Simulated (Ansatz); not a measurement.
InPd, DFT, LDA, all-electron LAPW, scalar-relativistic (Ansatz 0.2.0), run on 1 thread of Intel(R) Xeon(R) Platinum 8259CL CPU @ 2.50GHz (Skylake/Cascade Lake) on a shared host.

The cell is the one relaxed in the Materials Project (mp-21215), not relaxed further here; entries there can be hypothetical.

Command: `ansatz run input.yaml --threads 1 --pin off --max-ram 2048MiB --backend cpu --events-out ev --progress --plain --runs-dir out`

```yaml
crystal:
  lattice:
    - [3.27188478, 0.0, 0.0]
    - [0.0, 3.27188478, 0.0]
    - [0.0, 0.0, 3.27188478]
  atoms:
    - { symbol: In, position: [0.0, 0.0, 0.0] }
    - { symbol: Pd, position: [0.5, 0.5, 0.5] }
kpoints:
  mp_grid: { grid: [13, 13, 13] }
  band_path:
    path:
      - [0.0, 0.0, 0.0]
      - [0.0, 0.5, 0.0]
      - [0.5, 0.5, 0.0]
      - [0.0, 0.0, 0.0]
      - [0.5, 0.5, 0.5]
      - [0.0, 0.5, 0.0]
      - [0.5, 0.5, 0.5]
      - [0.5, 0.5, 0.0]
    npoints: 14
scf:
  occupations: { method: fermi_dirac, width: 0.03 }
hamiltonian:
  xc: lda
  pseudopotentials: { kind: all_electron, lapw: { basis_error: 0.001 } }
output:
  forces: true
  stress: true
  eigenvalues: true
  fatbands: true
  populations: true
  dos: { projected: true, de: 0.2, e_range: [-14, 8] }
```

Q: How large is the problem that the program sets up?

A: 84 irreducible k-points, 305 plane waves at Γ, 30 bands.

Q: About how long does it take, and how much memory does it use?

A: 57 s of wall time for 10 SCF iterations, with a peak of 0.52 GiB. Times on shared machines scatter by tens of per cent.

Q: And the same cell and mesh by PAW with the default files, asked for forces, stress, eigenvalues, efg, populations, bader, dos, write_density, write_potential, elf and the same band path, on the same hardware?

A: 23 s, peak memory 0.46 GiB.

Q: And the same cell and mesh by crystal-made all-electron datasets, asked for forces, stress, eigenvalues, efg and the same band path, on the same hardware?

A: 30 s, peak memory 0.59 GiB.
